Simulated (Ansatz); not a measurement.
Property card for Ta7S12

Ta7S12:
```
Ta7S12
1.0
    2.87696     4.98358     0.00000
   -2.87696     4.98358     0.00000
   -1.91765     0.00000    12.63071
Ta S
7 12
Direct
  0.91613   0.08387   0.74968
  0.08387   0.91613   0.25032
  0.58388   0.74976   0.75186
  0.41612   0.25024   0.24814
  0.74976   0.58388   0.24814
  0.25024   0.41612   0.75186
  0.00000   0.00000   0.00000
  0.70857   0.29143   0.12238
  0.29143   0.70857   0.87762
  0.37372   0.95881   0.12211
  0.62628   0.04119   0.87789
  0.95881   0.37372   0.87789
  0.04119   0.62628   0.12211
  0.78876   0.21124   0.37096
  0.21124   0.78876   0.62904
  0.45905   0.87600   0.37101
  0.54095   0.12400   0.62899
  0.87600   0.45905   0.62899
  0.12400   0.54095   0.37101
```
The run is spin-polarised; directions of the spins, atom by atom: 0 0 0 0 0 0 ↑ 0 0 0 0 0 0 0 0 0 0 0 0.

Space group C2/m (No. 12); conventional cell a = 5.754 Å, b = 9.967 Å, c = 12.775 Å, α = γ = 90.00°, β = 98.63°.

Method: DFT-r²SCAN in the program Ansatz with PAW potentials. Geometry: relaxed at this level of theory. Other levels are named where they apply.

### Cell and energy

```yaml
volume_per_atom: 19.06 Å³
density: 7.57 g/cm³
Formation energy from the elements (no fitted shifts): -1.23 eV/atom
```

### Electronic structure

```yaml
electronic_character: metallic (no gap)
Density of states at the Fermi level: 0.40 states/eV per atom (mean over ±0.08 eV)
```

### Magnetism

```yaml
magnetic_order: ferromagnetic
net_moment: 0.03 μB per atom
```

The first step of the workflow began from a Materials Project structure, measured or hypothetical; the Crystallography Open Database copy checked does not list it. Its standing as an ambient phase is unchecked. The r²SCAN relaxation kept the symmetry of its start; whether a distortion lowers the energy is not shown. Magnetic state: ferromagnetic, the only order run, not a proven ground state. Other orbital occupations within this spin state were not tried. No Hubbard U is applied. A crystal of weakly bound layers computed without a dispersion correction: the cell and the soft elastic constants depend strongly on that. The references are the lowest solids computed at this level, not always the standard phases. Spin–orbit coupling is left out wherever it is not named.

Potentials: the later of the program's two PAW sets.
